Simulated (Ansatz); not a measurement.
**BN, one structure, two calculations**

Cell: a computed structure from the Materials Project (it need not be an observed phase), whose atoms a relaxation with PBE at fixed cell left in place.

```xyz
4
Lattice="2.5016 0.0000 0.0000 -1.2508 2.1665 0.0000 0.0000 0.0000 7.3693" Properties=species:S:1:pos:R:3 pbc="T T T"
B     1.2508    0.7222    5.5270
B     0.0000    1.4443    1.8423
N     0.0000    0.0000    5.5270
N     0.0000    0.0000    1.8423
```

Sites (sets of like atoms) are named by element and the number of their first atom in this list.

First run. Computed with Ansatz: DFT, PBE, plane waves and PAW, scalar-relativistic, 420 eV cutoff, Γ-centred 14×14×4 k-points, Fermi–Dirac smearing 0.02 eV.

```
site  atom  V_zz (10²¹ V/m²)     η
   B     1              2.79  0.00
   N     3             -0.23  0.00
```

Second run. The same atoms and settings, except that the functional is r2SCAN and the cutoff is 500 eV.

Problem. Given the first result, estimate the second.

Solution. 

| site | atom | V_zz | η | change of V_zz |
| --- | --- | --- | --- | --- |
| B | 1 | 2.92 | 0.00 | +0.13 |
| N | 3 | -0.26 | 0.00 | -0.03 |

The largest change of V_zz is on B, from 2.79 to 2.92. In per cent, |V_zz| changes by +5 on B (all sites that start above 0.5).
